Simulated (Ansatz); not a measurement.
Sn under compression and expansion

```cif
data_structure
_symmetry_space_group_name_H-M 'Fd-3m:1'
_symmetry_Int_Tables_number 227
_cell_length_a 6.4912
_cell_length_b 6.4912
_cell_length_c 6.4912
_cell_angle_alpha 90.000
_cell_angle_beta 90.000
_cell_angle_gamma 90.000
_cell_volume 273.51
loop_
_atom_site_label
_atom_site_type_symbol
_atom_site_symmetry_multiplicity
_atom_site_Wyckoff_symbol
_atom_site_fract_x
_atom_site_fract_y
_atom_site_fract_z
_atom_site_occupancy
Sn1 Sn 8 a 0.50000 0.00000 0.50000 1
```

The runs use the primitive cell with vectors (0.000, 3.246, 3.246), (3.246, 0.000, 3.246), (3.246, 3.246, 0.000) Å, to which the k mesh refers.

It takes space group Fd-3m (No. 227, cubic). The conventional cell has a = 6.491 Å, b = 6.491 Å, c = 6.491 Å, α = 90.00°, β = 90.00°, γ = 90.00°. Sn (site symmetry -43m) is surrounded by 4 Sn at 2.81 Å.

The cell is COD entry 9008568, as deposited and not checked against the literature; nothing was relaxed.

No spin–orbit coupling, which matters for the heavy atoms here.

All numbers are computed: DFT, PBEsol, all-electron LAPW, scalar-relativistic (Ansatz 0.2.0); DFT, PBEsol, PAW with Ansatz's default frozen-core files, scalar-relativistic (Ansatz 0.2.0).

For LAPW: a Γ-centred 11×11×11 k mesh, Fermi–Dirac smearing of 0.05 eV, basis error target 1 meV/atom, no spin polarisation. PAW takes a cutoff of 420 eV at this cell (files made with PBE, cores remade for this functional). The Ansatz runs share mesh, smearing and spin set-up. Plane-wave (PAW) pressures include the program's estimate of the Pulay term.

The cell above is scaled evenly, with fractional coordinates and shape held.

| V/V(cell) | V (Å³/atom) | P, LAPW (GPa) | P, PAW (GPa) | free energy over the lowest listed, PAW (meV/atom) |
| --- | --- | --- | --- | --- |
| 0.9400 | 32.138 | 4.30 | 4.30 | 35.0 |
| 0.9600 | 32.821 | 3.07 | 3.07 | 19.3 |
| 0.9800 | 33.505 | ? | ? | ? |
| 0.9900 | 33.847 | 1.47 | 1.47 | 5.0 |
| 1.0000 | 34.189 | 0.99 | 0.99 | 2.3 |
| 1.0100 | 34.531 | 0.55 | 0.55 | 0.7 |
| 1.0200 | 34.873 | 0.12 | 0.12 | 0.0 |
| 1.0400 | 35.556 | -0.65 | -0.65 | 1.2 |
| 1.0600 | 36.240 | -1.34 | -1.35 | 5.5 |

(1) Fill in the row V/V(cell) = 0.9800.

(2) What do Birch–Murnaghan fits to the pressures give?

## Answers

(1) P, LAPW (GPa) = 1.97, P, PAW (GPa) = 1.97, free energy over the lowest listed, PAW (meV/atom) = 8.6.

(2) LAPW: V0 = 34.98 Å³/atom, B0 = 41 GPa, B0′ = 4.9; PAW: V0 = 34.98 Å³/atom, B0 = 41 GPa, B0′ = 4.9.
